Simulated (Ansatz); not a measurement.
## Cs3GaF6: levels and charges under dearer methods

A database entry relaxed whole under r2SCAN at zero pressure (Fm-3m, No. 225):

```
CELL_PARAMETERS angstrom
0.00000 4.69837 4.69837
4.69837 0.00000 4.69837
4.69837 4.69837 0.00000
ATOMIC_POSITIONS crystal
Cs 0.75000 0.75000 0.75000
Cs 0.25000 0.25000 0.25000
Cs 0.00000 0.00000 0.00000
Ga 0.50000 0.50000 0.50000
F 0.29778 0.70222 0.70222
F 0.70222 0.29778 0.70222
F 0.70222 0.29778 0.29778
F 0.29778 0.70222 0.29778
F 0.70222 0.70222 0.29778
F 0.29778 0.29778 0.70222
```

Its volume is 20.74 Å³ an atom, -1.6 % against the entry's 21.08, a cell as deposited in COD (2023).

Single points on this cell with plane-wave PAW DFT (Ansatz 0.2.0; r2SCAN 500 eV, hybrids 420 eV; fermi-dirac occupations of width 0.020 eV; no moments): r2SCAN on a 6×6×6 Γ-centred mesh; r2SCAN with spin-orbit coupling on a 6×6×6 Γ-centred mesh; HSE06 on a 4×4×4 Γ-centred mesh; PBE0 on a 4×4×4 Γ-centred mesh.

**Question.** What does each level give for gap and charges?

**Answer.** The runs give:

| level | gap (eV), or kind | pressure (GPa) | Bader charge of Cs (e) | Bader charge of Ga (e) | Bader charge of F (e) |
| --- | --- | --- | --- | --- | --- |
| r2SCAN | 6.98 | 0.0 | +0.92 | +2.19 | -0.83 |
| r2SCAN with spin-orbit coupling | 6.92 | 0.0 | +0.92 | +2.19 | -0.83 |
| HSE06 | 8.12 | 0.9 | +0.93 | +2.20 | -0.83 |
| PBE0 | 8.87 | 0.8 | +0.93 | +2.20 | -0.83 |

Under r2SCAN the gap is 6.98 eV, over mesh and band path. HSE06 moves it by +1.14 eV and PBE0 by +1.89 eV; PBE0 keeps its exact exchange at long range, which widens the gap over HSE06's by 0.75 eV on their common mesh. Spin-orbit coupling moves the r2SCAN gap by -0.06 eV.

Caveats: the relaxation kept the start's symmetry; HSE06 is read on its mesh and at the zone's corners, PBE0 on its mesh alone; hybrid pressures are good to a few tenths of a GPa; pressure is positive in compression.
